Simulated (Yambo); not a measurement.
Absorption of K2PdC2 (space group P-3m1, No. 164) with and without the electron-hole interaction (Yambo, PBEsol bands; 6×6×4 mesh, 8 valence and 7 conduction bands, static screening with 66 bands and a 3 Ry block, scissor 1.00 eV, Tamm-Dancoff; field along x). Axes are Cartesian, with cell vectors (Å) (5.12, 0.00, 0.00), (-2.56, 4.43, 0.00), (0.00, 0.00, 5.26).

| E (eV) | Im ε, BSE | Im ε, independent quasiparticles |
|---|---|---|
| 0.91 | 0.08 | 0.05 |
| 1.01 | 0.09 | 0.05 |
| 1.11 | 0.09 | 0.06 |
| 1.21 | 0.10 | 0.06 |
| 1.31 | 0.12 | 0.07 |
| 1.41 | 0.13 | 0.07 |
| 1.51 | 0.15 | 0.08 |
| 1.61 | 0.17 | 0.08 |
| 1.71 | 0.20 | 0.09 |
| 1.81 | 0.24 | 0.10 |
| 1.91 | 0.28 | 0.11 |
| 2.01 | 0.32 | 0.13 |
| 2.11 | 0.39 | 0.15 |
| 2.21 | 0.50 | 0.17 |
| 2.31 | 0.67 | 0.21 |
| 2.41 | 0.94 | 0.26 |
| 2.52 | 1.37 | 0.30 |
| 2.62 | 2.27 | 0.36 |
| 2.72 | 3.79 | 0.41 |
| 2.82 | 4.16 | 0.49 |
| 2.92 | 3.45 | 0.65 |
| 3.02 | 3.44 | 0.95 |
| 3.12 | 3.77 | 1.39 |
| 3.22 | 4.71 | 1.72 |
| 3.32 | 6.67 | 2.34 |
| 3.42 | 6.15 | 2.71 |
| 3.52 | 4.59 | 2.61 |
| 3.62 | 4.28 | 3.16 |
| 3.72 | 3.90 | 3.90 |
| 3.82 | 3.28 | 4.61 |
| 3.92 | 2.81 | 5.55 |
| 4.02 | 2.24 | 5.47 |
| 4.13 | 1.98 | 5.73 |
| 4.23 | 1.96 | 5.25 |
| 4.33 | 2.00 | 4.20 |
| 4.43 | 1.84 | 3.63 |
| 4.53 | 1.71 | 3.49 |
| 4.63 | 1.56 | 3.26 |
| 4.73 | 1.45 | 3.10 |
| 4.83 | 1.42 | 3.19 |
| 4.93 | 1.42 | 2.92 |
| 5.03 | 1.47 | 2.26 |
| 5.13 | 1.61 | 1.81 |
| 5.23 | 1.66 | 1.73 |
| 5.33 | 1.46 | 1.73 |
| 5.43 | 1.41 | 1.65 |
| 5.53 | 1.37 | 1.54 |
| 5.63 | 1.39 | 1.55 |
| 5.73 | 1.38 | 1.84 |
| 5.84 | 1.39 | 1.97 |
| 5.94 | 1.41 | 1.67 |
| 6.04 | 1.41 | 1.50 |
| 6.14 | 1.46 | 1.42 |
| 6.24 | 1.48 | 1.37 |
| 6.34 | 1.65 | 1.38 |
| 6.44 | 1.64 | 1.29 |
| 6.54 | 1.58 | 1.25 |
| 6.64 | 1.63 | 1.34 |
| 6.74 | 1.65 | 1.41 |
| 6.84 | 1.67 | 1.41 |
| 6.94 | 1.65 | 1.46 |
| 7.04 | 1.70 | 1.54 |
| 7.14 | 1.86 | 1.50 |
| 7.24 | 2.25 | 1.39 |

The scissor comes from a G0W0 run whose convergence isn't established. Broadening 0.15 eV. The band window holds all transitions up to 7.2 eV. Fine structure above the onset can come from the mesh.

Spin-orbit splittings are left out.

Geometry of the Materials Project entry, not relaxed at this level; primitive cell a = b = 5.1182 Å, c = 5.2581 Å, α = β = 90.00°, γ = 120.00°.

The structure is a Materials Project entry; no match was found in the copy of COD used, and its stability was not checked.
